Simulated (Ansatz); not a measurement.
AlRh:
```xyz
2
Lattice="2.9771 0.0000 0.0000 0.0000 2.9771 0.0000 0.0000 0.0000 2.9771" Properties=species:S:1:pos:R:3 pbc="T T T"
Al     1.4885     1.4885     1.4885
Rh     0.0000     0.0000     0.0000
```

Relaxed with r²SCAN.

**Question.** Map the valence electron density (e/Å³), cut off at 2 on the plane through (0.500, 0.500, 0.500) spanned by u = [1, 0, 0] and v = [0, 1, 1] in lattice vectors, from r²SCAN (plane waves, PAW; program Ansatz).

**Answer.** x is the fraction of u, y of v (the angle between them is 90°; rows are the nearest grid lines); atoms in the plane: Al at (0.00, 0.00), Rh at (0.50, 0.50).
```
|00000000000000000|
|00000000000000000|
|00000000000000000|
|00000111011100000|
|00011111111111000|
|01111112221111110|
|11112234543221111|
|11113599999531111|
|11125999999952111|
|11139999999993111|
|11249999999994211|
|11249999999994211|
|11139999999993111|
|11125999999952111|
|11113599999531111|
|11112234543221111|
|01111112221111110|
|00011111111111000|
|00000111011100000|
|00000000000000000|
|00000000000000000|
|00000000000000000|
```
Scale: ten equal steps from 0.048 (start of '0') to 2.00 (end of '9'), in the order '0123456789'; x runs from 0.000 to 1.00, y from 0.000 (bottom) to 1.00 (top).

The density is the valence pseudo-density with augmentation charge, so density and ELF within about 1 Å of a nucleus are not all-electron values.

Space group Pm-3m (CsCl type). The cell is a constructed one: a structure type filled with these elements; the Crystallography Open Database copy checked does not list it. Whether it is the stable phase at ambient conditions was not checked. The cell was relaxed with r²SCAN under the symmetry of its start; whether a distortion lowers the energy is not shown. No spin polarisation was allowed.

Potentials: the earlier of the program's two PAW sets.
